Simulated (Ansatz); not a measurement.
Is this Zn4SeO3 structure a true minimum?

It was reached by relaxing an invented guess, and it needn't be the stable form of this composition.

These are results of DFT PBE, scalar-relativistic, plane waves, PAW in Ansatz 0.2.0, not measurements. Cutoff 420 eV; k points 6×6×6 on the computed 8-atom cell (Γ-centred); Gaussian smearing, width 0.10 eV; no spin polarisation.

The cell below (8 atoms, space group P-43m (No. 215)) is relaxed within its symmetry.

```
CELL_PARAMETERS angstrom
4.89227 0.00000 0.00000
0.00000 4.89227 0.00000
0.00000 0.00000 4.89227
ATOMIC_POSITIONS crystal
Zn 0.27737 0.27737 0.27737
Zn 0.27737 0.72263 0.72263
Zn 0.72263 0.27737 0.72263
Zn 0.72263 0.72263 0.27737
Se 0.00000 0.00000 0.00000
O 0.50000 0.50000 0.00000
O 0.50000 0.00000 0.50000
O 0.00000 0.50000 0.50000
```

For the test it was strained at random (σ = 1.5 % a component), the atoms were moved at random (σ = 0.10 Å), and all was relaxed again on a coarse 4×4×4 mesh (in the run’s order of axes) with 0.20 eV smearing, with no symmetry imposed.

Problem. Is the structure stable against such a distortion?

Solution. It returns, within 1 meV/atom of the unmoved cell on that mesh and with the same symmetry when read at 0.1 Å (P-42m at 0.01 Å, so small strains and shifts remain). No instability shows in this cell; modes of other wave vectors, which need another repeat, aren't tested.
